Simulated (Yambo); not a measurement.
Material: RhCuO₂ (space group R-3m, No. 166); a = b = c = 5.910 Å, α = β = γ = 30.12° (4 atoms in the cell). Cell and atoms were relaxed with PBEsol from Materials Project entry mp-14116, within its symmetry.

With PBEsol (Quantum ESPRESSO, PseudoDojo norm-conserving, 92 Ry, scalar-relativistic), the gap between the mesh's edge points (F → (0.25, -0.5, -0.5)) is 1.180 eV.

Estimate the G0W0 gap between the same points from Yambo (4×4×4 Γ-centred k mesh, bands 9 to 101 and a 8 Ry block in the screening, 101 bands in G with the Bruneval-Gonze terminator, plasmon pole fitted at 27.2 eV).

The correction is 0.729 eV, giving 1.908 eV, 1.6 times the PBEsol value. The mesh misses a band edge: along a dense path the PBEsol gap is 0.68 eV against 1.18 eV on the mesh. Convergence of the G0W0 settings was not tested. Oxides, nitrides and fluorides with a shallow 3d shell are known to need far more bands and larger blocks. Spin-orbit splittings are left out. The 3d shell has no Hubbard U; the runs are without spin polarisation, and magnetic order was not tried.
